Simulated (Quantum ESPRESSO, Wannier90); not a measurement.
# HgS (zinc blende): Wannier90 run

```
begin unit_cell_cart
ang
    0.0000000000    2.9696650000    2.9696650000
    2.9696650000    0.0000000000    2.9696650000
    2.9696650000    2.9696650000    0.0000000000
end unit_cell_cart
begin atoms_frac
Hg   0.0000000000  0.0000000000  0.0000000000
S   -0.2500000000 -0.2500000000 -0.2500000000
end atoms_frac
```

Structure: Materials Project mp-1123, symmetrised, not relaxed again. COD (Crystallography Open Database) has the formula in 4 space groups, this one among them (matched by group alone). Computed values, not measurements, from PBEsol: Quantum ESPRESSO (norm-conserving PseudoDojo potentials, cutoff 53 Ry, spinors with spin-orbit coupling) on a Γ-centred 8×8×8 mesh, then Wannier90. Density: 10×10×10 mesh, Gaussian smearing 0.01 Ry. With spin-orbit coupling a semilocal functional can close or falsely invert a small gap; the band order was not checked against a better method.

A tight-binding model is made by disentanglement and projection with no localisation steps (num_iter = 0), so the 26 orbitals stay atom-like: hydrogen-like Hg: s;p;d; S: s;p, axes along x, y, z; frozen window up to 3.00 eV relative to the Fermi level. It follows pw.x to 1.0 meV rms for states up to 1.0 eV relative to the Fermi level. Matrix elements depend on this choice of orbitals and windows.

Question: What are the on-site energies relative to the Fermi level, and how fast do the hoppings decay?

Answer: 
```
atom                       orbitals  energy (eV)
----  -----------------------------  -----------
Hg1                           s↑ s↓        -0.95
Hg1         pz↑ pz↓ px↑ px↓ py↑ py↓         5.96
Hg1       dz2↑ dz2↓ dx2-y2↑ dx2-y2↓        -6.11
Hg1   dxz↑ dxz↓ dyz↑ dyz↓ dxy↑ dxy↓        -6.20
S2                            s↑ s↓       -10.73
S2          pz↑ pz↓ px↑ px↓ py↑ py↓        -0.68
```

```tsv
distance of the centres (Å)	largest modulus (eV)
2–3	1.2
4–5	0.39
5–6	0.023
6–7	0.029
7–8	0.022
8–9	0.016
9–10	0.0053
10–11	0.0051
11–12	0.0036
12–13	0.0023
```

Effective spin-orbit constants λ of λ L·S, from the same-site elements px↑–py↑ (λ/2) and dx2-y2↑–dxy↑ (λ), where they are among the larger elements: Hg1 d 0.74 eV, Hg1 p 0.91 eV.
